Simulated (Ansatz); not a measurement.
## How much do the gradients of SiO2 depend on the method?

Cell: an entry of the Crystallography Open Database (COD) whose atoms were relaxed with PBE, the cell held.

Space group P4_12_12 (No. 92); a = 4.9501, c = 6.9259 Å.

```csv
site,Wyckoff,site symmetry,x,y,z
Si,4a,..2,0.3068,0.3068,0.0000
O,8b,1,0.2361,0.1197,0.1863
```

One atom of each set is listed.

First run. The numbers come from a DFT calculation in Ansatz (PBE, plane waves and PAW, scalar-relativistic, 420 eV cutoff, Γ-centred 5×5×4 k-points, Fermi–Dirac smearing 0.02 eV).

```csv
site,V_zz (10²¹ V/m²),η
Si,-0.46,0.68
O,9.38,0.20
```

Second run. The same atoms and settings, except that the functional is r2SCAN and the cutoff is 500 eV.

Q: Given the first result, estimate the second.

A: 

```
site   V_zz     η  change of V_zz
  Si  -0.46  0.63            0.00
   O   9.26  0.20           -0.12
```

The largest change of V_zz is on O, from 9.38 to 9.26. In per cent, |V_zz| changes by -1 on O (all sites that start above 0.5).

For the second run: The largest force is 0.3 eV/Å, so the atoms aren't at the calculated equilibrium and relaxing them would move these values.
